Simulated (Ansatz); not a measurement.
InAs (zinc blende)

```xyz
4
Lattice="0.0000 6.1091 6.1091 3.0546 0.0000 3.0546 3.0546 3.0546 0.0000" Properties=species:S:1:pos:R:3 pbc="T T T"
As     4.5818     4.5818     4.5818
As     4.5818     7.6364     7.6364
In     0.0000     0.0000     0.0000
In     3.0546     6.1091     3.0546
```

In each cell atom 3 (In, nearest neighbour As at 2.645 Å; its periodic images, 4.3 Å or more away, move with it) moves by s·(0.000, 0.000, 1.000) (along Cartesian z), the rest being held.

Calculation: r2SCAN (plane waves to 500 eV, PAW, scalar-relativistic; Ansatz, a quantum-chemistry and plane-wave program). k mesh 4×8×8 (Γ-centred), Fermi-Dirac smearing 0.05 eV. Energies are smeared free energies. As the smearing reaches across the gap at some points, energies and forces of such displacements shift with the k mesh and the smearing. InAs was relaxed with its symmetry unable to fall. ΔE is measured from the undisplaced structure.

Estimate the ΔE (eV/cell) for s (Å) = -0.632, -0.474, -0.158, 0.474, 0.632, 0.790.


```json
[
 {"s (Å)": "-0.632", "ΔE (eV/cell)": "1.398"},
 {"s (Å)": "-0.474", "ΔE (eV/cell)": "0.826"},
 {"s (Å)": "-0.158", "ΔE (eV/cell)": "0.097"},
 {"s (Å)": "0.474", "ΔE (eV/cell)": "0.819"},
 {"s (Å)": "0.632", "ΔE (eV/cell)": "1.383"},
 {"s (Å)": "0.790", "ΔE (eV/cell)": "2.021"}
]
```

(A displaced cell: forces are minus the slopes of the energy, force constants its curvatures, and phonons follow from these.)
